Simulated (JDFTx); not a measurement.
Nb(110) slab cut from bulk Nb (space group Im-3m, indices of the conventional cell, lattice of the Materials Project entry mp-75, not re-optimised): 4 atoms in 4 planes, a 1x1 cell of 7.78 Å² (|a| = 2.873, |b| = 2.873 Å), 6.8 Å between the outermost planes, cell height 23.0 Å, 8×8×1 k mesh, Fermi smearing 0.01 Ha, no spin polarisation.

Level of theory: PBE, GBRV ultrasoft potentials, plane waves to 20/100 Ha; code: JDFTx (a modified build). Liquid on both sides: CANDLE, acetonitrile, 1 M NaF; nuclei fixed. On the negative side CANDLE's cavity feels the periodic box, so those points shift with the cell height.

Charging data:

| U − U_pzc (V) | σ (μC/cm²) |
|---|---|
| -0.59 | -6.09 |
| 0.00 | 0.00 |
| 0.31 | 4.86 |

A calculation by hand: a check of Lippmann's equation. The grand free energy per area against the neutral slab, Δγ = [F(N) − F(N₀) − μ(N − N₀)]/2A, is taken from the total energies of the same runs.

```json
[
 {"U − U_pzc (V)": "-0.59", "Δγ (mJ/m²)": "-19.2"},
 {"U − U_pzc (V)": "0.00", "Δγ (mJ/m²)": "0.0"},
 {"U − U_pzc (V)": "0.31", "Δγ (mJ/m²)": "-7.4"}
]
```

Δγ is largest at zero charge and falls away from it, as dγ/dU = −σ demands. At -0.59 V the computed -19.2 mJ/m² stands beside -17.9 mJ/m² from the constant-capacitance formula.
